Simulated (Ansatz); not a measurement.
# MnS (Fm-3m)

All numbers are calculated (PBEsol+U, U = 4.0 eV, J = 0.9 eV (Liechtenstein form) on Mn d, fully localised double counting, collinear spin, scalar-relativistic, 420 eV, PAW set soft_2 (made for PBE), 6×6×6 mesh, Gaussian smearing of 0.05 eV) with the plane-wave PAW code Ansatz.

```
CELL_PARAMETERS angstrom
0.00000 2.61225 2.61225
5.22450 2.61225 2.61225
5.22450 5.22450 0.00000
ATOMIC_POSITIONS crystal
Mn 0.00000 0.00000 0.00000
S 0.50000 0.50000 0.00000
Mn 0.00000 0.00000 0.50000
S 0.50000 0.50000 0.50000
```

The structure is that of a cell as deposited in COD, unrelaxed. The cell shown is twice the primitive one, so that more magnetic patterns fit.

Cell and atoms stay fixed. Atoms count from 1 in the text and from 0 in parts of the program's output.

Two runs on this cell converged from different starts. The ends of their outputs, energies left out (λ are the eigenvalues of a shell's occupation matrix):

Run A:

```
Magnetization: 10.0000 μB (26.0000 up, 16.0000 down)
Absolute magnetization: 10.0000 μB (∫|ρ↑−ρ↓|, with the PAW one-centre terms)
Per-site moments (μB) at R_I (Å): [(4.47054, 1.07755), (0.13373, 1.07755), (4.47054, 1.07755), (0.13373, 1.07755)]
Fermi energy:    10.277721 eV
--- Forces (eV/Å), atoms counted from 1 ---
  atom   1  Mn     0.00000000     0.00000000     0.00000000
  atom   2  S      0.00000000     0.00000000     0.00000000
  atom   3  Mn     0.00000000     0.00000000     0.00000000
  atom   4  S      0.00000000     0.00000000     0.00000000
--- Stress (GPa, compression-positive) ---
       -0.595372       0.000000       0.000000
        0.000000      -0.529739       0.000000
        0.000000       0.000000      -0.529739
  P = ⅓ Tr σ = -0.5516 GPa (-5.516 kbar)
--- Löwdin populations: 4 sites ---
  site symbol       q [e]    m [muB]
     0     Mn     13.8670     4.7371
     1      S      6.9852     0.2119
     2     Mn     13.8670     4.7371
     3      S      6.9852     0.2119
--- Occupation matrices: 2 shells (run DFT+U table (all-electron-ortho-atomic); ε = 1.87e-3) ---
  Mn0 d_3D up     Tr n = 4.9736  λ = 0.990 0.991 0.997 0.998 0.998
  Mn0 d_3D dn     Tr n = 0.3044  λ = 0.027 0.027 0.027 0.112 0.112
  Mn2 d_3D up     Tr n = 4.9736  λ = 0.990 0.991 0.997 0.998 0.998
  Mn2 d_3D dn     Tr n = 0.3044  λ = 0.027 0.027 0.027 0.112 0.112
```

Run B:

```
Magnetization: 0.0000 μB (21.0000 up, 21.0000 down)
Absolute magnetization: 9.6457 μB (∫|ρ↑−ρ↓|, with the PAW one-centre terms)
Per-site moments (μB) at R_I (Å): [(4.44275, 1.07755), (-0.04315, 1.07755), (-4.44274, 1.07755), (0.04315, 1.07755)]
--- Magnetisation constraints (ε_frz = 1.0e-4 eV) ---
  site  kind      target   achieved (μB)  |Δ|max (μB)  g (eV/μB)  λ_eff  esc  ok  flags
  0     per_site  +4.4700  +4.4427        2.73e-2       0.00e0    0.000  0    —   released
  2     per_site  -1.7900  -4.4427        2.65e0        0.00e0    0.000  0    —   released
Fermi energy:    10.352678 eV
--- Forces (eV/Å), atoms counted from 1 ---
  atom   1  Mn     0.00000000     0.00000000     0.00000000
  atom   2  S      0.00000000     0.00000000     0.00000000
  atom   3  Mn     0.00000000     0.00000000     0.00000000
  atom   4  S      0.00000000     0.00000000     0.00000000
--- Stress (GPa, compression-positive) ---
       -1.306156       0.000000       0.000000
        0.000000      -1.301903       0.000000
        0.000000       0.000000      -1.301903
  P = ⅓ Tr σ = -1.3033 GPa (-13.033 kbar)
--- Löwdin populations: 4 sites ---
  site symbol       q [e]    m [muB]
     0     Mn     13.8739     4.7039
     1      S      6.9788    -0.0676
     2     Mn     13.8739    -4.7039
     3      S      6.9788     0.0676
--- Occupation matrices: 2 shells (run DFT+U table (all-electron-ortho-atomic); ε = 1.53e-3) ---
  Mn0 d_3D up     Tr n = 4.9688  λ = 0.990 0.990 0.996 0.996 0.997
  Mn0 d_3D dn     Tr n = 0.3164  λ = 0.027 0.030 0.030 0.112 0.116
  Mn2 d_3D up     Tr n = 0.3164  λ = 0.027 0.030 0.030 0.112 0.116
  Mn2 d_3D dn     Tr n = 4.9688  λ = 0.990 0.990 0.996 0.996 0.997
```

Task: Which run lies higher in energy, by how much, and why?

Result: Run A, by 11.0 meV/atom. Run A has 5 d electrons in filled orbitals, 5 of them unpaired, the high-spin filling, a gap of 0.48 eV and a whole-number cell moment of 10 μB, as a collinear insulator must have; run B has 5 d electrons in filled orbitals, 5 of them unpaired, the high-spin filling, a gap of 0.69 eV. Run A kept 32 symmetry operations, run B 16. They differ in magnetic order (signs of the magnetic ions' moments, up to an overall flip, +− in run B, ++ in run A). The Hubbard term of the energy is 0.98 eV per cell in run B and 0.93 eV in run A. Of the difference of 0.044 eV per cell, the Hubbard term gives -0.048 eV and all other terms 0.092 eV, so the other terms decide the order against the Hubbard term. The other terms are taken on each state's own density, so they aren't the result of a run without U.

In the lower state the fixed cell carries a pressure of -1.3 GPa (the cell is larger than this level of theory would relax to); relaxing would change energies and could change the order of close states.

Run A started from: ferromagnetic start, free, default search, moments Mn1 5.00; Mn3 5.00 μB. Run B started from: ferrimagnetic site moments held at Mn1 4.47; Mn3 -1.79 μB at first, then free, moments Mn1 4.47; Mn3 -1.79 μB. At this level the cell was started in 18 ways. Run B holds the lowest state found for this cell, which doesn't make it the ground state. U is one value of a scan, not fitted to this compound, so the states needn't resemble the real material's. Gaps are Kohn–Sham gaps over the k-mesh alone and may be smaller between its points.
